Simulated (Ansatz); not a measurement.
La₂O₃:
Space group P-3m1 (No. 164); a = 3.941 Å, b = 3.941 Å, c = 6.188 Å, α = 90.00°, β = 90.00°, γ = 120.00°

| atom | site | symmetry | x | y | z |
|---|---|---|---|---|---|
| La | 2d | 3m. | 0.3333 | 0.6667 | 0.2474 |
| O | 2d | 3m. | 0.6667 | 0.3333 | 0.3547 |
| O | 1a | -3m. | 0.0000 | 0.0000 | 0.0000 |

Relaxed with PBE.

Which orbitals make up the states near the band edges in PBE (plane waves, PAW; program Ansatz)?

Top 1 eV of the valence band: O 2p 85 %, La 5d 6 %. Bottom 1 eV of the conduction band: La 4f 57 %, La 5d 35 %. Projections are on Löwdin-orthogonalised atomic valence shells; empty p or d shells of many metals are not among them.

Tabulate the density of states.

States/eV per cell of 5 atoms, in 0.25 eV bins, energy from the valence-band maximum.

| E (eV) | total | La 4f | O 2p | La 5d |
|---|---|---|---|---|
| -7.87 | 0.00 | 0.00 | 0.00 | 0.00 |
| -7.62 | 0.00 | 0.00 | 0.00 | 0.00 |
| -7.37 | 0.00 | 0.00 | 0.00 | 0.00 |
| -7.12 | 0.00 | 0.00 | 0.00 | 0.00 |
| -6.87 | 0.00 | 0.00 | 0.00 | 0.00 |
| -6.62 | 0.00 | 0.00 | 0.00 | 0.00 |
| -6.37 | 0.00 | 0.00 | 0.00 | 0.00 |
| -6.12 | 0.00 | 0.00 | 0.00 | 0.00 |
| -5.87 | 0.00 | 0.00 | 0.00 | 0.00 |
| -5.62 | 0.00 | 0.00 | 0.00 | 0.00 |
| -5.37 | 0.00 | 0.00 | 0.00 | 0.00 |
| -5.12 | 0.00 | 0.00 | 0.00 | 0.00 |
| -4.87 | 0.00 | 0.00 | 0.00 | 0.00 |
| -4.62 | 0.00 | 0.00 | 0.00 | 0.00 |
| -4.37 | 0.00 | 0.00 | 0.00 | 0.00 |
| -4.12 | 0.00 | 0.00 | 0.00 | 0.00 |
| -3.87 | 0.00 | 0.00 | 0.00 | 0.00 |
| -3.62 | 0.00 | 0.00 | 0.00 | 0.00 |
| -3.37 | 0.00 | 0.00 | 0.00 | 0.00 |
| -3.12 | 0.00 | 0.00 | 0.00 | 0.00 |
| -2.87 | 0.25 | 0.00 | 0.16 | 0.06 |
| -2.62 | 1.68 | 0.02 | 1.10 | 0.42 |
| -2.37 | 6.33 | 0.11 | 4.32 | 1.48 |
| -2.12 | 6.41 | 0.12 | 4.47 | 1.48 |
| -1.87 | 9.38 | 0.20 | 6.71 | 1.96 |
| -1.62 | 6.69 | 0.18 | 4.92 | 1.17 |
| -1.37 | 5.99 | 0.25 | 4.67 | 0.65 |
| -1.12 | 6.18 | 0.25 | 4.89 | 0.71 |
| -0.87 | 4.14 | 0.15 | 3.35 | 0.45 |
| -0.62 | 8.08 | 0.31 | 6.69 | 0.68 |
| -0.37 | 10.48 | 0.59 | 8.97 | 0.43 |
| -0.12 | 6.39 | 0.30 | 5.63 | 0.18 |
| 0.13 | 0.00 | 0.00 | 0.00 | 0.00 |
| 0.38 | 0.00 | 0.00 | 0.00 | 0.00 |
| 0.63 | 0.00 | 0.00 | 0.00 | 0.00 |
| 0.88 | 0.00 | 0.00 | 0.00 | 0.00 |
| 1.13 | 0.00 | 0.00 | 0.00 | 0.00 |
| 1.38 | 0.00 | 0.00 | 0.00 | 0.00 |
| 1.63 | 0.00 | 0.00 | 0.00 | 0.00 |
| 1.88 | 0.00 | 0.00 | 0.00 | 0.00 |
| 2.13 | 0.00 | 0.00 | 0.00 | 0.00 |
| 2.38 | 0.00 | 0.00 | 0.00 | 0.00 |
| 2.63 | 0.00 | 0.00 | 0.00 | 0.00 |
| 2.88 | 0.00 | 0.00 | 0.00 | 0.00 |
| 3.13 | 0.00 | 0.00 | 0.00 | 0.00 |
| 3.38 | 0.00 | 0.00 | 0.00 | 0.00 |
| 3.63 | 0.00 | 0.00 | 0.00 | 0.00 |
| 3.88 | 1.36 | 0.40 | 0.12 | 0.81 |
| 4.13 | 3.17 | 1.21 | 0.24 | 1.66 |
| 4.38 | 3.46 | 1.87 | 0.19 | 1.23 |
| 4.63 | 8.51 | 5.62 | 0.29 | 2.37 |
| 4.88 | 9.96 | 8.50 | 0.13 | 1.11 |
| 5.13 | 25.33 | 23.60 | 0.33 | 1.07 |

The cell was relaxed with PBE under the symmetry of its start. Spin–orbit coupling is left out wherever it is not named.

Potentials: the earlier of the program's two PAW sets.
